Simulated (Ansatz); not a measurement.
SnCl3: from a guess to a relaxed structure

All numbers below come from DFT PBE, scalar-relativistic, plane waves, PAW (Ansatz). Cutoff 420 eV, Gaussian smearing, Γ-centred meshes. Cell and atoms relax first on a coarse mesh and then on a finer one. In between, the cell is made exact in the group found at 0.06 Å. In metals the finer mesh still leaves noise of several meV/atom or more. The steps can't lower the symmetry of their start. No spin polarisation.

The guess for SnCl3 was made by a generator: random cell by space group and Wyckoff sites (P6/mmm, No. 191). The dimensions are guesses.

```
Sn Cl
1.0
     4.46334    0.00000    0.00000
    -2.23167    3.86537    0.00000
     0.00000    0.00000    6.44377
Sn Cl
1 3
Direct
  0.00000 0.00000 0.50000
  0.50000 0.00000 0.00000
  0.00000 0.50000 0.00000
  0.50000 0.50000 0.00000
```

Energies over the elements count from the elements' standard structures at the same level (Cl₂ as a molecule), with no fitted energy shifts. The references include grey tin.

Problem. Which structure results?

Solution. The symmetry stays P6/mmm (No. 191). The volume per atom shrinks by 9.7 %, from 27.8 to 25.1 Å³. The shortest distance goes from 2.23 Å (Cl–Cl) to 2.88 Å (Cl–Cl). The ratio c/a of the conventional cell changes by a factor of 0.42. The energy falls by about 1.4 eV/atom (the start's value is from the coarse mesh). Conventional cell: a = 5.753 Å, c = 3.501 Å. Around Sn lie 12 Cl at 3.37 Å and 2 Sn at 3.50 Å; Cl is surrounded by 4 Cl at 2.88 Å, 4 Sn at 3.37 Å and 2 Cl at 3.50 Å.

```
Sn Cl
1.0
     5.75269    0.00000    0.00000
    -2.87634    4.98198    0.00000
     0.00000    0.00000    3.50085
Sn Cl
1 3
Direct
  0.00000 0.00000 0.50000
  0.50000 0.00000 0.00000
  0.00000 0.50000 0.00000
  0.50000 0.50000 0.00000
```

Problem. How does it come out in energy, and is it a metal?

Solution.

| Quantity | Value |
| --- | --- |
| Formation energy | −0.09 eV/atom |
| Gap on the 12×12×14 mesh of the 4-atom cell | 0 eV (a metal) |

The last run used Gaussian smearing of 0.10 eV. An odd number of electrons in the primitive cell allows no gap without spin; a larger cell or a magnetic state could open one. The cell is a metal run without spin; a magnetic state may lie lower. A structure relaxed within its symmetry needn't be a true minimum. Another cell of SnCl3 relaxed alike, in Pm-3m, lies 0.79 eV/atom lower, so this cell isn't the stable form at this level.
